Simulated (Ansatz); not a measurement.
# GaCuSe2 (chalcopyrite): energy against volume

GaCuSe$_{2}$ (chalcopyrite)

Space group I-42d (No. 122); a = b = 5.6083 Å, c = 11.0975 Å, α = β = γ = 90.00°

```
atom  site  symmetry       x       y       z
----  ----  --------  ------  ------  ------
Cu      4a      -4..  0.0000  0.0000  0.0000
Ga      4b      -4..  0.0000  0.0000  0.5000
Se      8d       .2.  0.2500  0.2537  0.3750
```
(The calculation used a cell of 8 atoms; values per cell refer to that cell.)

E(V) scan at fixed shape, V₀ the volume above. The atoms relax within the cell's symmetry.

The numbers are results of r2SCAN (plane waves to 500 eV, PAW, scalar-relativistic; Ansatz, a first-principles code), not measurements. k mesh 8×8×8 (Γ-centred), Fermi-Dirac smearing 0.05 eV. The energy includes the smearing's −TS. Compression counts positive. With the shape held, the modulus is that of even scaling; a crystal free to change shape is softer. GaCuSe2 is run without spin polarisation. GaCuSe2 was relaxed with its symmetry unable to fall. The zero of ΔE is the relaxed starting cell.

```
V (Å³/atom)  ΔE (eV/atom)  P (GPa)
-----------  ------------  -------
18.325             0.1698     18.4
19.023             0.1012     13.2
19.721             0.0531      9.0
20.419             0.0221      5.4
21.117             0.0052      2.5
21.815             0.0000      0.0
22.514             0.0046     -2.0
23.212             0.0172     -3.7
23.910             0.0366     -5.1
24.608             0.0615     -6.3
25.306             0.0910     -7.2
```

Derived quantities:

```yaml
pressure_at_the_smallest_volume: 18.4 GPa
energy_cost_of_the_largest_compression: 169.8 meV/atom
energy_cost_of_the_largest_expansion: 91.0 meV/atom
Bulk modulus at fixed cell shape B₀ (third-order Birch-Murnaghan fit): 69.5 GPa
Pressure derivative B₀′ (fit): 4.8
equilibrium_volume_of_the_fit: 21.82 Å³/atom
Pressure for 5 % compression (fit): 4.0 GPa
```

(Under strain, the slope of the energy per volume gives the stress and its curvature an elastic modulus.)
